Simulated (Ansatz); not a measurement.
## AlGa$_{3}$O$_{6}$: vibrational free energy, entropy and heat capacity

Computed with DFT PBE, scalar-relativistic, plane waves, PAW (Ansatz). Plane waves to 420 eV; Γ-centred k mesh 6×6×6; fixed occupations. No spin polarisation. Phonons by linear response, acoustic sum rule imposed.

Equilibrium structure at this level:
```
Al Ga O
1.0
     2.49775    1.44207    4.49758
    -2.49775    1.44207    4.49758
     0.00000   -2.88415    4.49758
Al Ga O
1 3 6
Direct
  0.14967 0.14967 0.14967
  0.35939 0.35939 0.35939
  0.85501 0.85501 0.85501
  0.64426 0.64426 0.64426
  0.25134 0.54292 0.94702
  0.54292 0.94702 0.25134
  0.94702 0.25134 0.54292
  0.76479 0.43286 0.05274
  0.43286 0.05274 0.76479
  0.05274 0.76479 0.43286
```

The cell was found from a structure generator's guess, not taken from experiment. The q mesh is coarse, so values between its points are rough.

Force constants from linear response on a 2×2×2 q mesh, interpolated to a fine mesh.

Phonon density of states, in bins of 20 cm⁻¹:
```
bin centre (cm⁻¹)  share of modes (%)
               10                 0.0
               30                 0.1
               50                 0.2
               70                 0.4
               90                 0.8
              110                 1.9
              130                 3.0
              150                 5.1
              170                 4.1
              190                 3.0
              210                 2.2
              230                 3.9
              250                 2.6
              270                 3.4
              290                 2.6
              310                 5.0
              330                 2.4
              350                 3.8
              370                 3.6
              390                 4.6
              410                 4.5
              430                 4.6
              450                 3.5
              470                 3.9
              490                 2.7
              510                 3.2
              530                 2.2
              550                 3.2
              570                 2.9
              590                 3.2
              610                 0.2
              630                 1.7
              650                 4.4
              670                 3.8
              690                 2.9
              710                 0.3
```

**Question.** Give the zero-point energy per atom.

**Answer.** 72.0 meV.

**Question.** How large are the vibrational entropy and heat capacity at 300 K?

**Answer.** S = 1.95 k_B and C_V = 2.23 k_B per atom, 74 % of the Dulong–Petit value.

**Question.** Tabulate them against temperature.

**Answer.**
```tsv
T (K)	F_vib (meV/atom)	S (k_B/atom)	C_V (k_B/atom)
100	71.1	0.34	0.71
200	64.7	1.15	1.68
300	51.3	1.95	2.23
400	31.5	2.63	2.51
500	6.2	3.21	2.67
600	-23.7	3.71	2.76
700	-57.5	4.14	2.82
800	-94.9	4.52	2.86
900	-135.3	4.86	2.89
1000	-178.5	5.16	2.91
```
